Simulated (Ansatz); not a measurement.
Property card for V2O5

V2O5:
```xyz
14
Lattice="6.1696 0.0000 0.0000 0.0000 3.5200 0.0000 -0.0015 0.0000 6.9664" Properties=species:S:1:pos:R:3 pbc="T T T"
V      4.5693     0.8800     5.0059
V      1.5987     2.6400     1.9605
V      1.1948     0.8800     6.2845
V      4.9732     2.6400     0.6819
O      4.5712     2.6400     5.6015
O      1.5968     0.8800     1.3650
O      0.2366     0.8800     4.8657
O      5.9314     2.6400     2.1008
O      2.7318     0.8800     5.7549
O      3.4363     2.6400     1.2116
O      0.8828     2.6400     6.7433
O      5.2852     0.8800     0.2231
O      4.1689     0.8800     3.5002
O      1.9991     2.6400     3.4662
```

Space group P2_1/m (No. 11); conventional cell a = 6.1696 Å, b = 3.5200 Å, c = 6.9664 Å, α = γ = 90.00°, β = 90.01°.

Method: the program Ansatz at the LDA level (PAW). Structure relaxed to zero pressure with the same functional. Other levels are named where they apply.

### Cell and energy

```yaml
volume_per_atom: 10.81 Å³
density: 3.99 g/cm³
Formation energy from the elements (no fitted shifts): -2.34 eV/atom
```

### Electronic structure

```yaml
band_gap: 1.43 eV (indirect)
valence_band_maximum: on the A–E line, 94 % of the way from A (k = -0.500, 0.469, -0.500 in fractions of the reciprocal vectors)
conduction_band_minimum: at B (k = 0.000, 0.000, 0.500 in fractions of the reciprocal vectors)
smallest_direct_gap_on_the_standard_path: 1.75 eV
hole_effective_mass: 1.9, 2.1, 2.8 mₑ (principal values)
```

### Dielectric response

```yaml
Electronic dielectric constant ε∞ (DFPT): 7.39 (xx), 8.49 (yy), 4.83 (zz)
Static dielectric constant ε0 (ions relaxed, cell fixed): 33.3 (xx), 54.6 (yy), 6.89 (zz)
Born charges (a third of the trace): V +5.71 to +5.94, O -2.97 to -1.18 e
```

### Phonons

```yaml
Highest zone-centre frequency (without LO–TO term): 1090 cm^-1
zone_centre_stability: no imaginary mode at Γ
dynamical_stability_on_the_path: unstable, down to 25i cm⁻¹
```

The first step of the workflow began from a Materials Project structure, measured or hypothetical; the Crystallography Open Database copy checked does not list it. COD files the formula under space group No. 31, 59. Its standing as an ambient phase is unchecked. The cell was relaxed with LDA under the symmetry of its start. No spin polarisation was allowed. No Hubbard U is applied. A crystal of weakly bound layers computed without a dispersion correction: the cell and the soft elastic constants depend strongly on that. The references are the lowest solids computed at this level, not always the standard phases (solids in place of the gases).

Potentials: the earlier of the program's two PAW sets. The files were generated under PBE; for other functionals the program regenerates the frozen cores, and for LDA and PBEsol the local potential too.
